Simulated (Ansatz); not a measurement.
Two-dimensional strain map in Ag

Theory: DFT PBEsol, scalar-relativistic, plane waves, PAW (Ansatz). The runs took a 420 eV cutoff, a Γ-centred 20×20×20 mesh and Gaussian smearing (0.15 eV). No spin polarisation. Energies are free energies at this smearing, counted from the undisturbed cell; pressure is positive in compression.

The undisturbed cell (as given, not relaxed at this level; it stands at -2.6 GPa):

```
Ag
1.0
     0.00000    2.04310    2.04310
     2.04310    0.00000    2.04310
     2.04310    2.04310    0.00000
Ag
1
Direct
  0.00000 0.00000 0.00000
```

The cell is strained by p along both x and y and by q along z, fractional coordinates fixed. Points are written (p, q).

Energy above the undisturbed cell in meV/atom (a dash: not computed):

```csv
p \ q,-0.030,-0.015,0.000,0.015,0.030
-0.030,27.7,15.3,7.4,3.5,?
-0.015,6.0,-0.3,-2.7,-1.5,2.9
0.000,-1.7,?,0.0,?,14.3
0.015,2.4,6.4,13.4,?,35.4
0.030,16.6,24.9,35.9,49.2,64.7
```

**Question.** Fill in the withheld energies.

**Answer.** (-0.030, 0.030): 3.2; (0.000, -0.015): -2.6; (0.000, 0.015): 5.7; (0.015, 0.015): 23.2.